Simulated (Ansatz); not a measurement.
TaS$_{2}$ (rutile, space group No. 136) at seven volumes, the program Ansatz at the PBE level (PAW), shape and atoms relaxed at each. One row is withheld.

```json
[
 {"V (Å³/atom)": "18.526", "P (GPa)": "13.41"},
 {"V (Å³/atom)": "19.136", "P (GPa)": "8.17"},
 {"V (Å³/atom)": "19.747", "P (GPa)": "3.73"},
 {"V (Å³/atom)": "20.358", "P (GPa)": "0.00"},
 {"V (Å³/atom)": "20.968", "P (GPa)": "-3.11"},
 {"V (Å³/atom)": "21.579", "P (GPa)": "?"},
 {"V (Å³/atom)": "22.190", "P (GPa)": "-7.71"}
]
```

Q: Fit the shown pressures and predict the withheld one.

A: P = (3/2)B₀(x^(7/2) − x^(5/2))[1 + (3/4)(B′ − 4)(x − 1)] with x = (V₀/V)^(2/3). Least squares on the six rows gives V₀ = 20.360 Å³/atom, B₀ = 112 GPa, B′ = 5.09. At V = 21.579, x = 0.9620 and P = -5.62 GPa. The run itself gave -5.67 GPa.

Space group P4_2/mnm (rutile). A made-up cell: these elements were put on the sites of a structure type; neither database checked (COD, Materials Project) lists it. It is not the phase usual at ambient conditions (space group No. 164). Symmetry was held in the PBE relaxation; whether a distortion lowers the energy is not shown. The run is not spin-polarised. Scalar-relativistic: spin–orbit coupling is off unless named, which matters more the heavier the elements.

Potentials: the later of the program's two PAW sets.
